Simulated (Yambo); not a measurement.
A G0W0@PBEsol run in Yambo for MgZnO₂ (space group P3m1, No. 156) (6×6×4 Γ-centred k mesh, bands 6 to 124 and a 10 Ry block in the screening, 124 bands in G with the Bruneval-Gonze terminator, plasmon pole fitted at 27.2 eV) gives these matrix elements, in eV, at the band edges (Γ → Γ):

```tsv
state	E0	<Vxc>	<Σx>	<Σc(E0)>	Z
valence edge	0.000	-24.093	-29.995	4.380	0.789
conduction edge	1.763	-12.286	-8.447	-3.114	0.840
```

**Question.** Solve the linearised quasiparticle equation for both states, give the gap, and say how exchange and correlation each act on it.

**Answer.** E = E0 + Z(Σx + Σc − Vxc). Valence: 0.000 + 0.789 × (-29.995 + (4.380) − (-24.093)) = -1.20 eV. Conduction: 1.763 + 0.840 × (-8.447 + (-3.114) − (-12.286)) = 2.37 eV. The gap is 3.57 eV, against 1.76 eV in PBEsol. Replacing Vxc by bare exchange alone would open it by 9.74 eV; correlation takes back 7.49 eV of that, and Z scales what is left. Nearest settings tried, and what they do to the gap: 82 bands in W, 82 bands in G: +47 meV; 4 Ry block (43 vectors against 183): -139 meV; 6×6×2 mesh: -27 meV. So the settings aren't converged at that level. Oxides, nitrides and fluorides with a shallow 3d shell are known to need far more bands and larger blocks. 

Geometry relaxed with PBEsol; primitive cell a = b = 3.2625 Å, c = 5.1200 Å, α = β = 90.00°, γ = 120.00°.

The structure is a Materials Project entry; no match was found in the copy of COD used, and its stability was not checked.
